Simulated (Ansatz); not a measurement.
# ScAl2, first-principles data

ScAl₂:
```yaml
crystal:
  lattice:
    - [-1.56861, 1.56861, 5.56596]
    - [1.56861, -1.56861, 5.56596]
    - [1.56861, 1.56861, -5.56596]
  atoms:
    - { symbol: Sc, position: [0.00000, 0.00000, 0.00000] }
    - { symbol: Al, position: [0.32232, 0.32232, 0.00000] }
    - { symbol: Al, position: [0.67768, 0.67768, 0.00000] }
```

Space group I4/mmm (No. 139), MoSi2 or CaC2 type; conventional cell a = 3.137 Å, b = 3.137 Å, c = 11.132 Å, α = 90.00°, β = 90.00°, γ = 90.00°.

Method: r²SCAN (plane waves, PAW; program Ansatz). Structure relaxed to zero pressure with the same functional. Other levels are named where they apply.

Cell and energy:

```yaml
volume_per_atom: 18.26 Å³
density: 3.00 g/cm³
Formation energy from the elements (no fitted shifts): -0.27 eV/atom
```

Electronic structure:

```yaml
electronic_character: metallic (no gap)
Density of states at the Fermi level: 0.86 states/eV per atom (mean over ±0.08 eV)
```

Mechanics:

```yaml
Bulk modulus (Birch–Murnaghan fit): 80.3 GPa
Pressure derivative B′: 4.0
```

Charges:

```yaml
bader_charges: Sc +1.21, Al -0.60 e
```

The cell is a constructed one: a structure type filled with these elements; neither database checked (COD, Materials Project) lists it. Whether it is the stable phase at ambient conditions was not checked. The r²SCAN relaxation kept the symmetry of its start; whether a distortion lowers the energy is not shown. The run is not spin-polarised. Axis ratios of metals converge slowly with the k-mesh, so a and c are less sure than the volume. The references are the lowest solids computed at this level, not always the standard phases.

Potentials: the earlier of the program's two PAW sets.
